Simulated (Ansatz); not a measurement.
TaC, first-principles data

TaC:
```cif
data_C2Ta2
_chemical_formula_sum 'Ta2 C2'
_space_group_name_H-M_alt 'P 1'
_space_group_IT_number 1
_cell_length_a 3.13062
_cell_length_b 3.13062
_cell_length_c 5.56195
_cell_angle_alpha 90.000
_cell_angle_beta 90.000
_cell_angle_gamma 120.000
loop_
_space_group_symop_operation_xyz
  'x, y, z'
loop_
_atom_site_label
_atom_site_type_symbol
_atom_site_fract_x
_atom_site_fract_y
_atom_site_fract_z
_atom_site_occupancy
Ta1 Ta 0.00000 0.00000 0.00000 1
Ta2 Ta 0.00000 0.00000 0.50000 1
C1 C 0.33333 0.66667 0.25000 1
C2 C 0.66667 0.33333 0.75000 1
```

Space group P6_3/mmc (No. 194), NiAs type; conventional cell a = 3.131 Å, b = 3.131 Å, c = 5.562 Å, α = 90.00°, β = 90.00°, γ = 120.00°.

Method: plane-wave PAW PBE (Ansatz code). Geometry: relaxed at this level of theory. Other levels are named where they apply.

### Cell and energy

```yaml
volume_per_atom: 11.80 Å³
density: 13.57 g/cm³
Formation energy from the elements (no fitted shifts): -0.24 eV/atom
```

### Electronic structure

```yaml
electronic_character: metallic (no gap)
Density of states at the Fermi level: 0.41 states/eV per atom (mean over ±0.08 eV)
```

### Mechanics

```yaml
Bulk modulus (Birch–Murnaghan fit): 292 GPa
Pressure derivative B′: 4.2
```

A made-up cell: these elements were put on the sites of a structure type; neither database checked (COD, Materials Project) lists it. It is not the phase usual at ambient conditions (space group No. 225). Symmetry was held in the PBE relaxation; whether a distortion lowers the energy is not shown. No spin polarisation was allowed. The references are the lowest solids computed at this level, not always the standard phases. Spin–orbit coupling is left out wherever it is not named.

Potentials: the later of the program's two PAW sets.
